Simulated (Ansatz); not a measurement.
Ga (α-Ga, Cmce) at seven volumes, plane-wave PAW PBE (Ansatz code), shape and atoms relaxed at each. One row is withheld.

| V (Å³/atom) | P (GPa) |
|---|---|
| 18.494 | 5.80 |
| 19.104 | 3.47 |
| 19.713 | 1.57 |
| 20.323 | 0.00 |
| 20.933 | -1.32 |
| 21.542 | -2.42 |
| 22.152 | ? |

### Question
Fit the shown pressures and predict the withheld one.

### Answer
P = (3/2)B₀(x^(7/2) − x^(5/2))[1 + (3/4)(B′ − 4)(x − 1)] with x = (V₀/V)^(2/3). Least squares on the six rows gives V₀ = 20.318 Å³/atom, B₀ = 48.1 GPa, B′ = 5.25. At V = 22.152, x = 0.9440 and P = -3.31 GPa. The run itself gave -3.32 GPa.

The cell was relaxed with PBE under the symmetry of its start.

Potentials: the earlier of the program's two PAW sets.
